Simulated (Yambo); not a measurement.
```
Zn3PBr3
1.0
    6.59711     0.00000     0.00000
    0.00000     4.00656     0.00000
   -0.07631     0.00000     6.93302
P Zn Br
1 3 3
Cartesian
  2.43333   2.00328   1.22992
  3.10478   0.00000   2.07568
  3.23504   2.00328   6.06438
  0.16119   2.00328   1.04723
  5.70999   0.00000   2.27819
  5.65731   2.00328   5.77001
  2.50743   0.00000   4.64478
```

Zn₃PBr₃ (space group Pm, No. 6): mean Im ε in 1 eV windows above the direct gap of 2.98 eV, for different electron-hole kernels (Yambo, broadening 0.15 eV, PBEsol (Quantum ESPRESSO, PseudoDojo norm-conserving, 84 Ry, scalar-relativistic) bands; 2×4×2 mesh, 27 valence and 13 conduction bands, static screening with 111 bands and a 3 Ry block, scissor 1.35 eV, Tamm-Dancoff; field along x).

```
window (eV)  independent quasiparticles  RPA (no attraction)  BSE
-----------  --------------------------  -------------------  ---
3.0 to 4.0                          2.0                  1.8  3.4
4.0 to 5.0                          1.7                  1.4  4.9
5.0 to 6.0                          4.3                  3.1  7.1
6.0 to 7.0                          6.8                  5.8  5.2
7.0 to 8.0                          6.7                  5.3  4.6
8.0 to 9.0                          5.1                  4.8  2.9
```

This run doesn't resolve bound excitons or single peaks, so only averages are given, and they too depend on the mesh; weight that the attraction moves below the gap isn't listed. All transitions below 9.98 eV are in the band window. The scissor comes from a G0W0 run whose convergence isn't established.

Spin-orbit splittings are left out.

Geometry of the Materials Project entry, not relaxed at this level.

The structure is a Materials Project entry; no match was found in the copy of COD used, and its stability was not checked.
